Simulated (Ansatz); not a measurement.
A trial cell of Si3N2, before relaxation:

```
Si N
1.0
     3.08637    0.00000    0.00000
     0.00000    3.08637    0.00000
     0.00000    0.00000    6.67886
Si N
3 2
Direct
  0.50000 0.00000 0.25992
  0.00000 0.50000 0.25992
  0.50000 0.50000 0.30433
  0.50000 0.00000 0.85157
  0.00000 0.50000 0.85157
```

Method: DFT PBE, scalar-relativistic, plane waves, PAW (Ansatz 0.2.0). Cutoff 420 eV, Gaussian smearing, Γ-centred meshes. Cell and atoms relax first on a coarse mesh and then on a finer one. In between, the cell is made exact in the group found at 0.06 Å. In metals the finer mesh still leaves noise of several meV/atom or more. The steps can't lower the symmetry of their start. No spin polarisation in the relaxation; trial moments died out in a coarse test.

A guess keeps its type if space group and coordination stay and the shape of the cell changes little (axis ratios within about 15 %, angles within 6°); the volume may change.

Task: Does it keep its structure type, or change into something else?

Result: It doesn't keep its type. The symmetry stays P4mm (No. 99). The volume per atom shrinks by 4.8 %, from 12.7 to 12.1 Å³. The shortest distance goes from 1.57 Å (Si–Si) to 1.81 Å (Si–N). The ratio c/a of the conventional cell changes by a factor of 0.60. Counting neighbours within 15 % of an atom's shortest distance, the start has N 4, Si 2/4 and the end N 3, Si 1/4. In detail, at the end around Si on a site of symmetry 2mm lie 1 N at 1.81 Å and 4 Si at 2.54 Å; around Si on a site of symmetry 4mm lie 4 N at 1.84 Å; around N lie 3 Si at 1.81–1.84 Å.

```
CELL_PARAMETERS angstrom
3.59542 0.00000 0.00000
0.00000 3.59542 0.00000
0.00000 0.00000 4.68398
ATOMIC_POSITIONS crystal
Si 0.50000 0.00000 0.15478
Si 0.00000 0.50000 0.15478
Si 0.50000 0.50000 0.68109
N 0.50000 0.00000 0.76833
N 0.00000 0.50000 0.76833
```

Formation energies are uncorrected and refer to the elements' standard structures at the same level (N₂ as a molecule).

Task: At what energy does it end?

Result: +0.41 eV/atom. The separate elements lie lower, so it is unstable against them.

The last run used a 10×10×8 mesh (in the run's order of axes) for its 5-atom cell and Gaussian smearing of 0.10 eV. Weakly bound directions are ill-defined at this level, which has no dispersion term. Symmetry constrained the relaxation, so the result can be a saddle point.

In counts of neighbours, a slash parts the counts of unlike sites.
